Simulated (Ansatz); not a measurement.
## ScAl3: pressure against volume

ScAl3, I4/mmm, a = 4.006 Å, c = 8.754 Å. The structure is a Materials Project entry; whether it is the stable form wasn't checked. Ansatz: r2SCAN, PAW, 500 eV, Γ-centred 14×14×14 mesh on 4 atoms, Gaussian smearing 0.10 eV; no spin polarisation. Shape and atoms are relaxed at each volume; pressure is positive in compression.

```
V (Å³/atom) P (GPa)
     15.457    14.74
     15.984    10.18
     16.511     6.26
     17.038     2.89
     17.565     0.00
     18.092        ?
     18.619    -4.62
     19.321    -6.98
```

Problem. Take V0 = 17.565 Å³/atom, fit the third-order Birch–Murnaghan form to the other rows, and predict the missing pressure.

Solution. With the Eulerian strain f = ½[(V0/V)^(2/3) − 1] and y = P/[3f(1 + 2f)^(5/2)], the form is the line y = B0 + 1.5 B0 (B0′ − 4) f. Rows (f, y): 0.04448, 89.3; 0.03245, 89.4; 0.02106, 89.4; 0.01026, 89.2; -0.01905, 89.1; -0.03077, 88.6. Means f = 0.009738, y = 89.167; Σ(Δf)² = 0.004321, ΣΔfΔy = 0.03746; the slope is their ratio. y = 89.08 + 8.670 f GPa, so B0 = 89.1 GPa and B0′ = 4 + 2 × (8.670)/(3 × 89.08) = 4.06. At V = 18.092, f = -0.00976, y = 89.00 and P = -2.48 GPa. The run gave -2.48 GPa, the same to the digits shown.